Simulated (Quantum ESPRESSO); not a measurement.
## Band energies of CsCdF$_{3}$

```
CELL_PARAMETERS angstrom
      4.48681     0.00000     0.00000
      0.00000     4.48681     0.00000
      0.00000     0.00000     4.48681
ATOMIC_POSITIONS crystal
  F  0.00000 0.50000 0.50000
  F  0.50000 0.00000 0.50000
  F  0.50000 0.50000 0.00000
  Cd 0.50000 0.50000 0.50000
  Cs 0.00000 0.00000 0.00000
```

PBEsol (pw.x of Quantum ESPRESSO, ONCV potentials, with spin-orbit coupling); path ΓXMΓRX,MR; energies in eV from the valence-band maximum.

| k (1/Å) | point | band 50 | band 51 | band 52 | band 53 | band 54 | band 55 | band 56 | band 57 |
|---|---|---|---|---|---|---|---|---|---|
| 0.00 | Γ | -1.02 | 3.22 | 3.22 | 7.47 | 7.47 | 7.47 | 7.47 | 9.73 |
| 0.23 |  | -1.05 | 3.70 | 3.70 | 7.66 | 7.66 | 7.79 | 7.79 | 9.70 |
| 0.47 |  | -1.07 | 4.83 | 4.83 | 7.91 | 7.91 | 8.08 | 8.08 | 9.73 |
| 0.70 | X | -1.06 | 5.65 | 5.65 | 7.44 | 7.44 | 8.31 | 8.31 | 9.63 |
| 0.93 |  | -0.98 | 5.81 | 5.81 | 7.76 | 7.76 | 8.61 | 8.61 | 9.49 |
| 1.40 | M | 0.00 | 6.39 | 6.39 | 8.96 | 8.96 | 9.50 | 9.50 | 9.56 |
| 1.57 |  | -0.14 | 6.26 | 6.26 | 8.63 | 8.63 | 9.48 | 9.48 | 9.57 |
| 1.73 |  | -0.50 | 5.74 | 5.74 | 8.30 | 8.30 | 9.40 | 9.40 | 9.43 |
| 1.90 |  | -0.85 | 4.93 | 4.93 | 8.13 | 8.13 | 8.78 | 8.78 | 9.41 |
| 2.23 |  | -1.02 | 3.47 | 3.47 | 7.59 | 7.59 | 7.64 | 7.64 | 9.68 |
| 2.39 | Γ | -1.02 | 3.22 | 3.22 | 7.47 | 7.47 | 7.47 | 7.47 | 9.73 |
| 2.56 |  | -1.01 | 3.49 | 3.49 | 7.63 | 7.63 | 7.63 | 7.63 | 9.67 |
| 2.74 |  | -0.99 | 4.17 | 4.17 | 8.05 | 8.05 | 8.06 | 8.06 | 9.56 |
| 3.08 |  | -0.75 | 5.83 | 5.83 | 8.38 | 8.38 | 8.44 | 8.44 | 9.82 |
| 3.26 |  | -0.41 | 6.48 | 6.48 | 7.76 | 7.76 | 7.84 | 7.84 | 9.36 |
| 3.43 |  | -0.11 | 6.91 | 6.91 | 7.26 | 7.26 | 7.34 | 7.34 | 8.58 |
| 3.60 | R | 0.00 | 7.01 | 7.01 | 7.15 | 7.15 | 7.15 | 7.15 | 8.23 |
| 3.89 |  | -0.16 | 6.71 | 6.71 | 7.54 | 7.54 | 7.63 | 7.63 | 9.04 |
| 4.03 |  | -0.36 | 6.41 | 6.41 | 7.98 | 7.98 | 8.06 | 8.06 | 9.84 |
| 4.17 |  | -0.63 | 6.13 | 6.13 | 8.11 | 8.11 | 8.59 | 8.59 | 9.23 |
| 4.31 |  | -0.95 | 5.88 | 5.88 | 7.87 | 7.87 | 8.73 | 8.73 | 9.12 |
| 4.59 | X | -1.06 | 5.65 | 5.65 | 7.44 | 7.44 | 8.31 | 8.31 | 9.63 |
| 4.59 | M | 0.00 | 6.39 | 6.39 | 8.96 | 8.96 | 9.50 | 9.50 | 9.56 |
| 4.77 |  | 0.00 | 6.45 | 6.45 | 8.77 | 8.77 | 8.82 | 8.82 | 9.20 |
| 4.94 |  | 0.00 | 6.63 | 6.63 | 7.89 | 7.89 | 7.95 | 7.95 | 9.24 |
| 5.29 | R | 0.00 | 7.01 | 7.01 | 7.15 | 7.15 | 7.15 | 7.15 | 8.23 |

The PBEsol gap is indirect, 3.22 eV, from R to Γ; the smallest direct gap is 4.24 eV. Another valence extremum on the path lies within 0.02 eV, too close to call.

The cell is held in this high symmetry; tilts and polar distortions were not searched.

Geometry of the Materials Project entry, not relaxed at this level.

The structure is a Materials Project entry; no match was found in the copy of COD used, and its stability was not checked.
